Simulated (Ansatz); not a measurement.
input.yaml (Ansatz)

```yaml
crystal:
  lattice:
    - [2.5919480104, 0.0, 0.0]
    - [0.0, 2.5919480104, 0.0]
    - [0.0, 0.0, 2.5919480104]
  atoms:
    - { symbol: Mo, position: [0.0, 0.0, 0.0] }
hamiltonian:
  xc: r2scan
  pseudopotentials:
    kind: paw
    azcp:
      Mo: "pseudopotentials/Mo.paw.azcp"
basis:
  ecutwfc: 500
  fft_grid_basis: typed
kpoints:
  mp_grid: { grid: [20, 20, 20], shift: [0, 0, 0] }
magnetization:
  spin_polarized: false
scf:
  occupations: { method: fermi_dirac, width: 0.1 }
```

Output

```
Engine: ansatz 0.2.0, x86_64-unknown-linux-gnu
Pseudopotentials: kind: paw
Pseudopotential: Mo, paw, valence charge 14, recommended cutoff 500 eV (meta_gga) 
Functional definition: r2SCAN
  parameter k0 = 0.174
  parameter k1 = 0.065
  parameter a1 = 4.9479
  exchange = r2scan_x(k0 = k0, k1 = k1, a1 = a1)
  correlation = r2scan_c
Crystal: 1 atoms, lattice volume = 17.413 Å³
Basis set: ecut = 500 eV, 461 PW (Γ), exchange–correlation on 80×80×80 points (64 copies of the dense FFT grid, shifted against one another)
Bands: 11, of which v1, the nominal top of the filled ones, is band 7 counted from 1 (6 counted from 0)
Symmetry: 48 space group operations
Space group: Pm-3m (ITA 221), of the structure as read, at distance tolerance 2.6e-5 Å
k-points: 286 of 8000
Non-local potential: Mo, projectors of the file, l = 0: 3, l = 1: 2, l = 2: 2, l = 3: 1
PAW form: soft (Blöchl's): semilocal exchange-correlation on the pseudo side does not see the compensation charge
PAW frozen core: Mo, regenerated for the run's functional (the file was generated under x = pbe(κ = 0.804, μ = 0.2195149727645171), c = pbe(β = 0.06672455060314922))
PAW one-centre angular grid: Mo, 590 points (default); XC on 160 Gauss nodes
Initial density: superposition of atomic densities (neutral atoms: chi_scale 0, normalization atom), corrected by the library's trained network
Initial wavefunctions: pseudopotential atomic-orbital guess
Functional: x = r2scan, c = r2scan; τ floored in thin density (d = 2e-4 eV/Å³)
SCF iter   1: F=—  HF=-4966.393710 eV  |F-HF|=—  |Δ(HF+E_count)|=         —  Δρ=1.13e-2  dr2=9.97e-3  dr2_τ=1.61e-2  ethr=1.77e-3  ⟨swp⟩=5.1  Hψ=19535  notcnv=0
SCF iter   2: F=—  HF=-4966.399007 eV  |F-HF|=—  |Δ(HF+E_count)|=   5.30e-3  Δρ=6.50e-3  dr2=2.76e-3  dr2_τ=1.73e-4  ethr=7.12e-5  ⟨swp⟩=2.1  Hψ=6839  notcnv=0
SCF iter   3: F=—  HF=-4966.399951 eV  |F-HF|=—  |Δ(HF+E_count)|=   9.44e-4  Δρ=7.28e-4  dr2=7.12e-5  dr2_τ=1.19e-5  ethr=1.97e-5  ⟨swp⟩=2.8  Hψ=4983  notcnv=0
SCF iter   4: F=—  HF=-4966.399972 eV  |F-HF|=—  |Δ(HF+E_count)|=   2.18e-5  Δρ=1.65e-4  dr2=3.21e-6  dr2_τ=7.71e-7  ethr=5.08e-7  ⟨swp⟩=2.2  Hψ=4934  notcnv=0
SCF iter   5: F=—  HF=-4966.399974 eV  |F-HF|=—  |Δ(HF+E_count)|=   1.82e-6  Δρ=4.31e-5  dr2=1.51e-7  dr2_τ=2.28e-8  ethr=2.30e-8  ⟨swp⟩=2.9  Hψ=5074  notcnv=0
SCF iter   6: F=-4966.399974 eV  HF=-4966.399974 eV  |F-HF|=1.31e-9  |Δ(HF+E_count)|=   2.26e-7  Δρ=2.43e-6  dr2=5.82e-10  dr2_τ=4.58e-10  ethr=7.14e-10  ⟨swp⟩=2.9  Hψ=6637  notcnv=0
SCF 1 converged in 6 iterations: F = -4966.399974 eV  dr2 = 5.82e-10
SCF converged after 6 iterations
Free energy (F): -4966.399974 eV
Harris-Foulkes:  -4966.399974 eV  (|F-HF|=1.31e-9)
Internal energy: -4966.368493 eV  (E = F + TS)
E sigma→0 (E₀):  -4966.384234 eV
Entropy (-TS):   -0.031481 eV (-31.481 meV/atom)
Fermi energy:    18.433395 eV
--- Per-component energies (eV) ---
  E_band       = -100.343127
  E_kinetic    = 440.712644
  E_local      = -920.391195  (includes V_loc(G=0)·N_el)
  E_nonlocal   = 144.782382
  E_hartree    = 309.261444
  E_xc         = -177.714992
  E_vxc        = -255.282131  (∫ρ·V_xc dr)
  E_paw        = -3218.053776  (= ΣΔE_a)
  E_vpaw       = -145.751321  (= ΣTr[D̂ρ^β])
  E_aug_tail   = 0.000005  (compensation charges beyond the density's cutoff)
  E_vtau       = 17.063139  (kinetic-family band-sum trace: ∫τ·v_τ [+ j·A + Jᵃ·Aᵃ] dr)
  E_ewald      = -1544.743803
  E_core_change = -0.221204  (= ΣΔE_core)
  E_smearing   = -0.031481  (= −TS)
  E_closure    = 0.000000  (closes the sum)
  Σ components = -4966.399974   (vs F -4966.399974, Δ=0.00e0)
```

Launched by

```sh
ansatz run input.yaml --threads 1 --pin off --max-ram 3584MiB --backend cpu --events-out ev --progress --plain --runs-dir out
```

On 1 thread of Intel(R) Xeon(R) Platinum 8259CL CPU @ 2.50GHz (Skylake/Cascade Lake) (shared host) this took about 8.8 s of wall time and 8.7 s of CPU time.
